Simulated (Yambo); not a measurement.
Yambo run on SrNiF6 (space group R-3m, No. 166). The wavefunctions are LDA (pw.x of Quantum ESPRESSO, ONCV potentials, without SOC) ones on a 2×2×2 mesh (35 occupied bands); a = b = c = 4.6561 Å, α = β = γ = 99.44°.

Yambo input:

```
rim_cut
gw0
dyson
el_el_corr
HF_and_locXC
cohsex
em1s
RandQpts= 1000000
RandGvec= 1 Ry
EXXRLvcs= 98 Ry
VXCRLvcs= 392 Ry
Chimod= "HARTREE"
% BndsRnXs
 5 | 156 |
%
NGsBlkXs= 7 Ry
% LongDrXs
 1.0 | 1.0 | 1.0 |
%
ExtendOut
% QPkrange
 1 | 1 | 36 | 36 |
 3 | 3 | 35 | 36 |
%
```

k points by index: 1 = Γ, 3 = F.

The o-*.qp file then holds:

```
#    K-point    Band    Eo [eV]    E [eV]    E-Eo [eV]    Vxc [eV]    Vnlxc [eV]    Sc|Eo [eV]    Re(Z)    Im(Z)
#
    1    36    1.135638    2.457994    1.322356    -28.66676    -23.71462    -3.629792    1.000000    0.000000
    3    35    0.000000    -2.559860    -2.559860    -27.85231    -36.61105    6.198875    1.000000    0.000000
    3    36    1.197274    2.541904    1.344630    -28.66778    -23.73572    -3.587428    1.000000    0.000000
```
(The two width columns are left out.) Convergence of these settings isn't established.

Geometry of the Materials Project entry, not relaxed at this level.

The runs are not spin-polarised; magnetic order was not tried.
